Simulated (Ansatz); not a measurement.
Be₂C (antifluorite type, space group Fm-3m)

```yaml
crystal:
  lattice:
    - [0.00000, 2.16420, 2.16420]
    - [2.16420, 0.00000, 2.16420]
    - [2.16420, 2.16420, 0.00000]
  atoms:
    - { symbol: Be, position: [0.75000, 0.75000, 0.75000] }
    - { symbol: Be, position: [0.25000, 0.25000, 0.25000] }
    - { symbol: C, position: [0.00000, 0.00000, 0.00000] }
```

The slice is a {110} plane (indices of the conventional cell) through the point (0.250, 0.250, 0.250) (fractional), spanned by u = [100] and v = [1 -1 -1] in vectors of this cell: u (3.06 Å) and v (4.33 Å, at 90° to u). It covers one period; positions are fractions (u, v).

All values below come from PBE (plane waves to 420 eV, PAW, scalar-relativistic; Ansatz, a quantum-chemistry and plane-wave program). k mesh 13×13×13. Inside the PAW spheres the values are not all-electron values, and peaks at nuclei hang on which shells count as valence. Be2C was relaxed with its symmetry unable to fall.

**Question.** The ELF has a maximum in the middle third of the Be–C line. Where, and how high?

**Answer.** 0.83, 1.0 Å from Be.

**Question.** What is the valence density on the shortest Be–C line in this plane (1.87 Å), at its midpoint?

**Answer.** 0.62 e/Å³.

**Question.** Sketch the electrostatic potential energy of an electron, from the cell's mean on this plane as a map.

**Answer.** 
```
|xxxxxxxxxx--**%%@@@@%%**--xxxxxxxx|
|xxxxxxxx  ==##%%@@@@%%##==  xxxxxx|
|xxxxxxxx::**%%@@@@@@@@%%**::xxxxxx|
|xxxx  ::++##%%@@@@@@@@%%##++::  xx|
|::::--++##%%@@@@@@@@@@@@%%##++--::|
|--==++**##%%@@@@@@@@@@@@%%##**++==|
|::::--++##%%@@@@@@@@@@@@%%##++--::|
|xxxx  ::++##%%@@@@@@@@%%##++::  xx|
|xxxxxxxx::**%%@@@@@@@@%%**::xxxxxx|
|xxxxxxxx  ==##%%@@@@%%##==  xxxxxx|
|xxxxxxxxxx--**%%@@@@%%**--xxxxxxxx|
|xxxxxxxxxx--**##%%%%##**--xxxxxxxx|
|xxxxxxxxxx--++++++++++++--xxxxxxxx|
|xxxxxxxx  ::::xxxxxxxx::::  xxxxxx|
|xxxxxxxx..  xxxxxxxxxxxx  ..xxxxxx|
|xxxx  ::..xxxxxxxxxxxxxxxx..::  xx|
|::::--==..xxxxxxxxxxxxxxxx..==--::|
|--==++++..xxxxxxxxxxxxxxxx..++++==|
|::::--==..xxxxxxxxxxxxxxxx..==--::|
|xxxx  ::..xxxxxxxxxxxxxxxx..::  xx|
|xxxxxxxx..  xxxxxxxxxxxx  ..xxxxxx|
|xxxxxxxx  ::::xxxxxxxx::::  xxxxxx|
|xxxxxxxxxx--++++++++++++--xxxxxxxx|
|xxxxxxxxxx--**##%%%%##**--xxxxxxxx|
```
Scale: ten equal steps from 2.00 (start of ' ') to 10.23 (end of '@'), in the order ' .:-=+*#%@'. Values: electrostatic potential energy of an electron, from the cell's mean, in eV. The map has 17 points along u (two characters each, u = 0 at the left) and 24 along v (v = 0 in the bottom row). Points within 0.8 Å of a nucleus are blanked (x), as the pseudised field means little there. Values under 2 eV are set to 2. The zero, the cell's mean, hangs on the PAW cores.
